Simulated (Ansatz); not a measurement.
**Two-dimensional strain map in Ta₄C₃**

Level of theory: Ansatz, DFT PBEsol, scalar-relativistic, plane waves, PAW. Cutoff 420 eV, Γ-centred 10×10×10 k-points, Gaussian smearing of 0.15 eV. Spin–orbit coupling is left out, which can shift energies with elements as heavy as these. No spin polarisation. Energies are free energies at this smearing, counted from the undisturbed cell; pressure is positive in compression.

The starting cell (relaxed at this level; it needn't be the usual structure):

```xyz
7
Lattice="4.4026 0.0000 0.0000 0.0000 4.4026 0.0000 0.0000 0.0000 4.4026" Properties=species:S:1:pos:R:3 pbc="T T T"
Ta    0.0000    2.2013    2.2013
Ta    2.2013    0.0000    2.2013
Ta    2.2013    2.2013    0.0000
Ta    0.0000    0.0000    0.0000
C     2.2013    0.0000    0.0000
C     0.0000    2.2013    0.0000
C     0.0000    0.0000    2.2013
```

The cell is strained by p along both x and y and by q along z, fractional coordinates fixed. Points are written (p, q).

p was sampled at -0.080, -0.040, 0.000, 0.040, 0.080 and q at -0.080, -0.040, 0.000, 0.040, 0.080.

Where on the computed points is the energy highest, and how high?

At (-0.080, -0.080): 884.3 meV/atom.

Away from (0, 0), which computed point is lowest?

(0.000, 0.040): 32.0 meV/atom.

The map, in meV/atom:

```csv
p \ q,-0.080,-0.040,0.000,0.040,0.080
-0.080,884.3,629.3,502.2,466.7,493.2
-0.040,396.9,194.2,108.3,104.7,158.1
0.000,194.8,42.1,0.0,32.0,113.3
0.040,190.7,81.8,81.1,150.3,262.4
0.080,322.5,249.5,285.3,389.2,532.8
```